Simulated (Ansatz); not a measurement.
The relaxed structure here is a generated cell of InSb: the first start was made by placing the elements on the sites of a structure type, and the end was not matched to a known phase here, so it may be hypothetical. Known forms of InSb include space group No. 216.

A relaxed structure of InSb. Space group P4₂/mnm (No. 136), AFLOW prototype AB_tP8_136_g_f (as in BeO). Method: PBEsol (plane waves to 420 eV, PAW, scalar-relativistic; Ansatz, a first-principles code).

Space group P4₂/mnm (No. 136); a = 7.970 Å, b = 7.970 Å, c = 4.614 Å, α = 90.00°, β = 90.00°, γ = 90.00°

```
atom  site  symmetry       x       y       z
----  ----  --------  ------  ------  ------
Sb      4g      m.2m  0.1808  0.1808  0.5000
In      4f      m.2m  0.3232  0.3232  0.0000
```

| Item | Result |
|---|---|
| Volume per atom | 36.64 Å³ |
| Density | 5.36 g/cm³ |
| Band gap | zero, with touching bands (no spin-orbit coupling) |
| Shortest distances | In–Sb 2.81 Å |
| k-mesh | 6×6×10 |

Band energies at high-symmetry points (eV from the Fermi level; labels of this space group; no spin-orbit coupling), from −5 eV up to 4.2 eV:

```tsv
point	energies
Γ	-4.72 -4.72 -3.41 -2.44 -2.17 -1.04 -1.04 -0.37 -0.33 -0.12 -0.07 -0.07 0.75 0.91 0.91 2.43 3.01 3.01 3.49 3.79
X	-3.13 -3.13 -2.37 -2.37 -1.71 -1.71 -0.99 -0.99 -0.62 -0.62 1.18 1.18 1.34 1.34 2.82 2.82 3.35 3.35 3.46 3.46
M	-4.55 -4.55 -4.46 -4.46 -1.93 -1.93 -1.41 -1.41 -1.24 -1.24 -1.09 -1.09 1.08 1.08 1.75 1.75 2.37 2.37 3.63 3.63
Z	-4.94 -4.94 -3.69 -3.69 -1.98 -1.98 -1.82 -1.82 -1.79 -1.79 1.89 1.89 2.78 2.78 3.61 3.61 3.68 3.68
R	-3.04 -3.04 -2.39 -2.39 -1.66 -1.66 -1.07 -1.07 1.34 1.34 1.83 1.83 3.11 3.11 3.77 3.77 3.90 3.90
A	-2.46 -2.46 -1.54 -1.54 -1.45 -1.45 -1.44 -1.44 0.35 0.35 1.58 1.58 1.84 1.84 3.07 3.07
```

No spin polarisation in the result. Without spin-orbit coupling the bands of the heavy element are not split, so the gap can be far off.

The run could not lose the symmetry of its start, so the end can be a saddle point.
